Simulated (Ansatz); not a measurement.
PbS (rock salt)

```
PbS
1.0
    0.00000     3.00452     3.00452
    3.00452     0.00000     3.00452
    3.00452     3.00452     0.00000
S Pb
1 1
Direct
  0.00000   0.00000   0.00000
  0.50000   0.50000   0.50000
```

E(V) scan at fixed shape, V₀ the volume above. Symmetry pins the atoms to their sites.

Computed with PBE (plane waves to 420 eV, PAW, scalar-relativistic; Ansatz, a quantum-chemistry and plane-wave program). k mesh 10×10×10 (Γ-centred), Fermi-Dirac smearing 0.05 eV. Compression counts positive. PbS was relaxed with its symmetry unable to fall. Spin-orbit coupling is left out, though Pb is heavy. The PAW data are Ansatz's earlier set.

At one point of the scan the stress tensor (GPa) is:

```
   2.69     0.00     0.00
   0.00     2.69     0.00
   0.00     0.00     2.69
```

Task: Which point is it?
A) V/V₀ = 0.955
B) V/V₀ = 0.985
C) V/V₀ = 0.970
D) V/V₀ = 0.940

Result: A, V/V₀ = 0.955

(Under strain, the slope of the energy per volume gives the stress and its curvature an elastic modulus.)
